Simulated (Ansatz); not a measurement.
# Computed properties of BW

```
CELL_PARAMETERS angstrom
1.58091 -4.24112 0.00000
1.58091 4.24112 0.00000
0.00000 0.00000 3.09513
ATOMIC_POSITIONS crystal
B 0.56102 0.43898 0.75000
B 0.43898 0.56102 0.25000
W 0.85539 0.14461 0.75000
W 0.14461 0.85539 0.25000
```

Atoms are numbered in the order listed.

The cell is the one relaxed in the Materials Project (mp-1008487), not relaxed further here; entries there can be hypothetical.

No spin–orbit coupling, which matters for the heavy atoms here.

Levels of theory: DFT, PBEsol, all-electron LAPW, scalar-relativistic (Ansatz 0.2.0); DFT, PBEsol, PAW with Ansatz's default frozen-core files, scalar-relativistic (Ansatz 0.2.0).

For LAPW: a Γ-centred 11×11×11 k mesh, Fermi–Dirac smearing of 0.03 eV, basis error target 0.5 meV/atom, no spin polarisation. PAW takes a cutoff of 420 eV at this cell (files made with PBE, cores remade for this functional). The Ansatz runs share mesh, smearing and spin set-up. Values come from LAPW unless marked.

```json
{
 "Pressure at this cell": "-3.87 GPa",
 "Band gap": "none: bands cross the Fermi level, a metal",
 "Stress xx, yy, zz (compression positive)": "-3.82, -4.01, -3.76 GPa",
 "Largest force": "0.039 eV/Å on W3",
 "Density of states at the Fermi level (0.2 eV bin)": "1.79 states/eV per cell",
 "Löwdin charges (with 0.13 e of the cell spilling out of the atomic basis, so their sizes and signs hang on that basis)": "B1 -0.52, W3 0.59 e",
 "Bader charges (from the PAW run)": "B1 -0.71, W3 +0.71 e",
 "Volume per atom": "10.38 Å³"
}
```
